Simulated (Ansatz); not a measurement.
Data:

LiGeN:
```cif
data_Ge2Li2N2
_chemical_formula_sum 'Li2 Ge2 N2'
_space_group_name_H-M_alt 'P 1'
_space_group_IT_number 1
_cell_length_a 2.95101
_cell_length_b 2.95101
_cell_length_c 9.17549
_cell_angle_alpha 90.000
_cell_angle_beta 90.000
_cell_angle_gamma 120.000
loop_
_space_group_symop_operation_xyz
  'x, y, z'
loop_
_atom_site_label
_atom_site_type_symbol
_atom_site_fract_x
_atom_site_fract_y
_atom_site_fract_z
_atom_site_occupancy
Li1 Li 0.66667 0.33333 0.74264 1
Li2 Li 0.33333 0.66667 0.24264 1
Ge1 Ge 0.00000 0.00000 0.49774 1
Ge2 Ge 0.00000 0.00000 0.99774 1
N1 N 0.33333 0.66667 0.60425 1
N2 N 0.66667 0.33333 0.10425 1
```

This is the LDA-relaxed structure.

Problem. All from plane-wave PAW LDA (Ansatz code), unless another level is named. Give the electronic dielectric constant ε∞ (DFPT).

Solution. 8.80 (xx = yy), 6.00 (zz).

Problem. Next, the static dielectric constant ε0 (ions relaxed, cell fixed)?

Solution. 17.7 (xx = yy), 12.1 (zz).

Problem. And the Born charges (a third of the trace)?

Solution. Li +1.21, Ge +1.76, N -2.97 e.

Problem. Predict the largest static χ(2) component.

Solution. 51 pm/V.

Space group P6_3mc. The workflow started from a Materials Project entry (that database holds measured and hypothetical structures alike); the Crystallography Open Database copy checked does not list it. Whether it is the stable phase at ambient conditions was not checked. The LDA relaxation kept the symmetry of its start; whether a distortion lowers the energy is not shown. Scalar-relativistic: spin–orbit coupling is off unless named, which matters more the heavier the elements.

Potentials: the later of the program's two PAW sets.
